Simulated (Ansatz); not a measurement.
**TaAs: from a starting cell to a relaxed one**

The start is a relaxed TaAs cell, doubled along one cell vector, shaken by Gaussian noise of σ = 0.08 Å a coordinate. Cell shape, volume and atoms are optimised at zero target pressure with PBE (plane waves to 420 eV, PAW, scalar-relativistic; Ansatz, a program for electronic structure). The first steps use a coarse 7×4×7 k-mesh.

Input geometry:
```yaml
crystal:
  lattice:
    - [3.21452, 0.00000, 0.00000]
    - [0.00000, 6.42904, 0.00000]
    - [0.00000, 0.00000, 3.21452]
  atoms:
    - { symbol: Ta, position: [0.00192, 0.01416, 0.02884] }
    - { symbol: Ta, position: [0.99204, 0.50854, 0.04182] }
    - { symbol: As, position: [0.48547, 0.23595, 0.48750] }
    - { symbol: As, position: [0.48691, 0.76017, 0.50486] }
```

How large is the pressure on the unrelaxed cell, and of which sign?

+2 GPa (positive: the cell is compressed).

Which atoms feel the largest initial force, and how large is it?

About 1.7 eV/Å, on As3 (atoms numbered as listed).

Does it find its way back to the structure it was made from?

It relaxes back to the parent, Pm-3m (No. 221).

How do the shortest distances between atoms change?

The closest pairs of elements (up to four, under 3.6 Å), start → end: As–Ta 2.57 → 2.78 Å; As–As 3.06 → 3.21 Å; Ta–Ta 3.18 → 3.21 Å.

Is the relaxed structure metallic? Give its gap.

Zero (metallic).

The end point of the relaxation:

Space group Pm-3m (No. 221); a = b = c = 3.214 Å, α = β = γ = 90.00°

| atom | site | symmetry | x | y | z |
|---|---|---|---|---|---|
| Ta | 1b | m-3m | 0.5000 | 0.5000 | 0.5000 |
| As | 1a | m-3m | 0.0000 | 0.0000 | 0.0000 |

Final values are on a 14×14×14 k-mesh of the relaxed cell. No spin polarisation in the result.

The relaxed structure here is a generated cell of TaAs: the first start was made by placing the elements on the sites of a structure type, and the end was not matched to a known phase here, so it may be hypothetical. Known forms of TaAs include space group No. 109.
